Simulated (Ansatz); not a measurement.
ReC:
```yaml
crystal:
  lattice:
    - [2.66939, 0.00000, 0.00000]
    - [0.00000, 2.66939, 0.00000]
    - [0.00000, 0.00000, 2.66939]
  atoms:
    - { symbol: Re, position: [0.00000, 0.00000, 0.00000] }
    - { symbol: C, position: [0.50000, 0.50000, 0.50000] }
```

Relaxed with PBEsol. Special points in fractions of this cell's reciprocal vectors: Γ (0.000, 0.000, 0.000); X (0.000, 0.500, 0.000); M (0.500, 0.500, 0.000); R (0.500, 0.500, 0.500).

Task: List the band energies nearest the Fermi level at these points for the program Ansatz at the PBEsol with spin–orbit coupling level (PAW).

Result: In eV from the Fermi level; about four levels below and three above (degenerate sets whole), none deeper than 8.9 eV; points with the same levels are listed once.

```
k                    below                above
-  -----------------------  -------------------
Γ  -0.08 -0.08 -0.08 -0.08  1.48 1.48 1.48 1.48
X  -4.31 -4.31 -4.07 -4.07  2.20 2.20 3.58 3.58
M  -1.28 -1.28 -0.95 -0.95  1.05 1.05 2.78 2.78
R              -8.27 -8.27  4.55 4.55 4.55 4.55
```

Space group Pm-3m (CsCl type). A made-up cell: these elements were put on the sites of a structure type; neither database checked (COD, Materials Project) lists it. Whether it is the stable phase at ambient conditions was not checked. The cell was relaxed with PBEsol under the symmetry of its start. At this level the phase is dynamically unstable (imaginary phonons). The run is not spin-polarised.

Potentials: the later of the program's two PAW sets.
